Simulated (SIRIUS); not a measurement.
A self-consistent single point of Cu2Te (P2/m, 6 atoms in the cell; from Materials Project mp-1861, changed as shown).

```
CELL_PARAMETERS angstrom
      4.26097     0.00000     0.00000
     -2.15200     3.72738     0.00000
      0.00000     0.00000     8.52348
ATOMIC_POSITIONS crystal
  Cu 0.66667 0.33333 0.15195
  Cu 0.33333 0.66667 0.84805
  Cu 0.33333 0.66667 0.15195
  Cu 0.66667 0.33333 0.84805
  Te 0.00000 0.00000 0.26619
  Te 0.00000 0.00000 0.73381
```

All values come from this method and carry its errors: LDA (PW92), GBRV LDA ultrasoft pseudopotentials (plane waves; SIRIUS).

SIRIUS settings:

- parameters.ngridk = 5 5 3
- parameters.xc_functionals = [XC_LDA_X, XC_LDA_C_PW]
- parameters.gk_cutoff = 6.325 1/bohr
- parameters.pw_cutoff = 14.143 1/bohr
- parameters.smearing = cold
- parameters.smearing_width = 0.00734986 Ha
- potentials = GBRV LDA ultrasoft pseudopotentials
- parameters.electronic_structure_method = pseudopotential
- parameters.num_bands = 53
- parameters.num_mag_dims = 0
- parameters.num_dft_iter = 100
- parameters.energy_tol = 1e-07 Ha
- parameters.density_tol = 1e-06
- mixer.type = anderson
- mixer.beta = 0.7
- mixer.use_hartree = true

Results:

```
Quantity                                                  Result
------------------------------------------------  --------------
Number of valence electrons                                   88
Number of bands                                               53
Number of k-points after the program's reduction              26
Number of plane waves (most at a k-point)                   3917
Number of SCF iterations                                      23
FFT grid                                            40 × 40 × 75
Free energy E − TS                                -22683.8082 eV
Fermi level (on the code's own zero)                     7.76 eV
Pressure                                               -4.35 GPa
Largest force (vector length)                         0.260 eV/Å
```

Forces (eV/Å):
```tsv
atom	Fx	Fy	Fz
Cu1	-0.004	-0.007	-0.115
Cu2	0.004	0.007	0.115
Cu3	0.004	0.007	-0.115
Cu4	-0.004	-0.007	0.115
Te5	0.000	0.000	-0.260
Te6	0.000	0.000	0.260
```

Stress (GPa, positive for compression):
```
-4.85   0.19   0.00
 0.19  -5.47   0.00
 0.00   0.00  -2.74
```

For comparison: a first run was changed to give this one (lattice vector a scaled by 0.99), and from it to this one the free energy goes down by 7.6 meV/atom, the pressure goes from -5.10 to -4.35 GPa and the largest force goes from 0.329 to 0.260 eV/Å.

The structure comes from a collection of computed structures, made at another level of theory; the collection holds predicted forms beside known ones. No clean gap shows at this smearing width and mesh (spacing up to 0.34 Å⁻¹); the mesh is coarse for partly filled bands, so the values carry mesh errors. Semi-local functionals can close small gaps.

Cost on one core: about 6 core-minutes (a rough figure).
